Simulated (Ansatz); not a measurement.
SrTiO$_{3}$ (cubic perovskite, space group No. 221) under volume change, LDA (plane waves, PAW; program Ansatz), scaled uniformly.

| V (Å³/atom) | E − E(relaxed) (meV/atom) | P (GPa) |
|---|---|---|
| 10.425 | … | … |
| 10.769 | 29.0 | 14.31 |
| 11.112 | 6.9 | 6.58 |
| 11.456 | 0.0 | 0.00 |
| 11.800 | 6.2 | -5.61 |
| 12.144 | … | … |
| 12.487 | 50.1 | -14.42 |

**Question.** Some entries are withheld; supply them.

**Answer.** 
- 12.144, E − E(relaxed) (meV/atom): 23.5
- 12.144, P (GPa): -10.37
- 10.425, E − E(relaxed) (meV/atom): 69.2
- 10.425, P (GPa): 23.41

**Question.** What does a third-order Birch–Murnaghan fit give for V₀, B₀ and B′?

**Answer.** V₀ = 11.46 Å³/atom, B₀ = 202 GPa, B′ = 4.4.

Space group Pm-3m (cubic perovskite). The LDA relaxation kept the symmetry of its start. At this level the phase is dynamically unstable (imaginary phonons). No spin polarisation was allowed.

Potentials: the earlier of the program's two PAW sets. The files were generated under PBE; for other functionals the program regenerates the frozen cores, and for LDA and PBEsol the local potential too.
